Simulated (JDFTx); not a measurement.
Rh(100) slab cut from bulk Rh (space group Fm-3m, indices of the conventional cell, lattice of the Materials Project entry mp-74, not re-optimised): 4 atoms in 4 planes, a 1x1 cell of 7.24 Å² (|a| = 2.691, |b| = 2.691 Å), 5.7 Å between the outermost planes, cell height 21.7 Å, 8×8×1 k mesh, Fermi smearing 0.01 Ha, no spin polarisation.

Computed with JDFTx (a modified build): PBE, GBRV ultrasoft potentials, plane waves to 20/100 Ha. Liquid: linear PCM (GLSSA13), water, 1 M KF; nuclei fixed. Potentials are counted from the potential of zero charge; σ repeats to about 1 %.

| U − U_pzc (V) | σ (μC/cm², per face) |
|---|---|
| -0.53 | -8.00 |
| -0.49 | -7.49 |
| -0.14 | -2.30 |
| 0.16 | withheld |
| 0.31 | 5.39 |

**Question.** Fit σ = C₀x + bx² (x = U − U_pzc) to the other rows by least squares, predict the withheld value, and compare with the run.

**Answer.** The fit gives C₀ (μF/cm²) = 16.6, b (μF/cm²/V) = 2.71, with a root-mean-square miss of 0.02 μC/cm² on its own rows. It predicts 2.7 μC/cm²; the run gives 2.7 μC/cm², the same to these digits.
